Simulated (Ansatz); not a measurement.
Bi2Pd (MoSi2 or CaC2 type, space group No. 139) at seven volumes, LDA (plane waves, PAW; program Ansatz), shape and atoms relaxed at each. One row is withheld.

```csv
V (Å³/atom),P (GPa)
21.400,8.92
22.106,5.27
22.811,2.32
23.517,0.00
24.222,-1.82
24.928,-3.11
25.633,?
```

### Question
Fit the shown pressures and predict the withheld one.

### Answer
Third-order Birch–Murnaghan: P = (3/2)B₀(x^(7/2) − x^(5/2))[1 + (3/4)(B′ − 4)(x − 1)] with x = (V₀/V)^(2/3). Least squares on the six rows gives V₀ = 23.522 Å³/atom, B₀ = 67.28 GPa, B′ = 7.35. At V = 25.633, x = 0.9443 and P = -4.19 GPa. The run itself gave -3.85 GPa.

Space group I4/mmm (MoSi2 or CaC2 type). The first step of the workflow began from a Materials Project structure, measured or hypothetical; the Crystallography Open Database files this formula in space group No. 139, but the cells were not matched. Whether it is the stable phase at ambient conditions was not checked. The LDA relaxation kept the symmetry of its start; whether a distortion lowers the energy is not shown. No spin polarisation was allowed. Spin–orbit coupling is left out wherever it is not named.

Potentials: the later of the program's two PAW sets.
